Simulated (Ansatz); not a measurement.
SnO:
```xyz
4
Lattice="3.7636 0.0000 0.0000 0.0000 3.7636 0.0000 0.0000 0.0000 31.0000" Properties=species:S:1:pos:R:3 pbc="T T F"
Sn     1.8818     0.0000    16.6732
Sn     0.0000     1.8818    14.3268
O      1.8818     1.8818    15.5000
O      0.0000     0.0000    15.5000
```
Free-standing layer in the xy plane with vacuum along z and no interaction between images.

Relaxed with r²SCAN+D4.

Question: All from plane-wave PAW r²SCAN+D4 (Ansatz code), unless another level is named. Give the electron affinity (Kohn–Sham).

Answer: 2.36 eV.

Question: What about the hole effective mass, in the valley on the M–Γ line, 59 % of the way from M?

Answer: 4.8 along x, 4.2 along y (mₑ).

Space group P4/nmm (square). The layer was cut from a bulk entry of the Materials Project (measured or hypothetical); whether that bulk phase is the ambient one, and whether the layer has been isolated, was not checked. Symmetry was held in the r²SCAN+D4 relaxation; whether a distortion lowers the energy is not shown. Scalar-relativistic: spin–orbit coupling is off unless named, which matters more the heavier the elements.

Potentials: the later of the program's two PAW sets.

Edges and masses are those of Kohn–Sham bands, whose gap is no quasiparticle gap.
